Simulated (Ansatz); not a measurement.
Consider the following.

HfSiO4:
```
HfSiO4
1.0
   -3.29531     3.29531     2.98001
    3.29531    -3.29531     2.98001
    3.29531     3.29531    -2.98001
Hf Si O
2 2 8
Direct
  0.75000   0.25000   0.50000
  0.00000   0.00000   0.00000
  0.25000   0.75000   0.50000
  0.50000   0.50000   0.00000
  0.13539   0.31939   0.81600
  0.06939   0.75339   0.68400
  0.50339   0.31939   0.18400
  0.06939   0.38539   0.31600
  0.61461   0.93061   0.68400
  0.68061   0.86461   0.18400
  0.24661   0.93061   0.31600
  0.68061   0.49661   0.81600
```

This is the HSE06-relaxed structure. x, y and z are the axes in which the lattice vectors are written.

**Question.** All from HSE06 (plane waves, PAW; program Ansatz), unless another level is named. Give the band gap.

**Answer.** 7.24 eV (indirect).

**Question.** Next, the conduction-band minimum?

**Answer.** off the standard path, at k = (0.182, 0.307, 0.255) in fractions of the reciprocal vectors.

**Question.** Give the valence-band maximum.

**Answer.** on the Γ–Z line, 14 % of the way from Γ.

Space group I4_1/amd. Symmetry was held in the HSE06 relaxation. The run is not spin-polarised. The hybrid was solved on a coarse mesh, the path and, where they were found, the r²SCAN edge points; its band edges are the extreme levels among these. Scalar-relativistic: spin–orbit coupling is off unless named, which matters more the heavier the elements.

Potentials: the later of the program's two PAW sets.
